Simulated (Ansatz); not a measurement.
Data:

AlP:
Space group P6₃/mmc (No. 194); a = 3.6041 Å, b = 3.6041 Å, c = 5.7772 Å, α = 90.00°, β = 90.00°, γ = 120.00°

| atom | site | symmetry | x | y | z |
|---|---|---|---|---|---|
| Al | 2a | -3m. | 0.0000 | 0.0000 | 0.0000 |
| P | 2c | -6m2 | 0.3333 | 0.6667 | 0.2500 |

This is the PBE-relaxed structure.

**Question.** All from PBE (plane waves, PAW; program Ansatz), unless another level is named. Give the bulk modulus (Birch–Murnaghan fit).

**Answer.** 103 GPa.

**Question.** Predict the zero-point energy.

**Answer.** 45.2 meV/atom.

**Question.** Predict the highest zone-centre frequency.

**Answer.** 52.2 meV.

Space group P6_3/mmc (NiAs type). A made-up cell: these elements were put on the sites of a structure type; neither database checked (COD, Materials Project) lists it. It is not the phase usual at ambient conditions (space group No. 216). The PBE relaxation kept the symmetry of its start; phonons on a q-mesh show no instability.

Potentials: the later of the program's two PAW sets.
